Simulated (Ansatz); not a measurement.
Cu:
```
CELL_PARAMETERS angstrom
      2.48233     0.00000     0.00000
     -1.24116     2.14976     0.00000
      0.00000     0.00000     8.16232
ATOMIC_POSITIONS crystal
  Cu 0.00000 0.00000 0.00000
  Cu 0.00000 0.00000 0.50000
  Cu 0.33333 0.66667 0.25000
  Cu 0.66667 0.33333 0.75000
```

Relaxed with LDA. Special points in fractions of this cell's reciprocal vectors: Γ (0.000, 0.000, 0.000); M (0.500, 0.000, 0.000); K (0.333, 0.333, 0.000); A (0.000, 0.000, 0.500); L (0.500, 0.000, 0.500); H (0.333, 0.333, 0.500).

Q: List the band energies nearest the Fermi level at these points for plane-wave PAW LDA (Ansatz code).

A: In eV from the Fermi level; about four levels below and three above (degenerate sets whole), none deeper than 8.9 eV; points with the same levels are listed once.

```tsv
k	below	above
Γ	-2.11 -2.11 -1.79 -1.79 -1.38	3.99 12.87 12.87
M	-1.64 -1.63 -1.61 -0.83	0.22 0.99 1.57
K	-1.98 -1.91 -1.91 -1.83	3.36 3.36 3.62
A	-1.92 -1.92 -1.92 -1.92	7.16 7.16 19.39 19.39
L	-1.64 -1.64 -0.03 -0.03	1.35 1.35 5.40 5.40
H	-1.90 -1.90 -1.80 -1.80	3.52 3.52 3.86 3.86
```

Space group P6_3/mmc (dhcp (α-La type)). The workflow started from a Materials Project entry (that database holds measured and hypothetical structures alike); the Crystallography Open Database copy checked does not list it. It is not the phase usual at ambient conditions (space group No. 225). The LDA relaxation kept the symmetry of its start; its stability against distortions is not shown here. The run is not spin-polarised.

Potentials: the later of the program's two PAW sets.
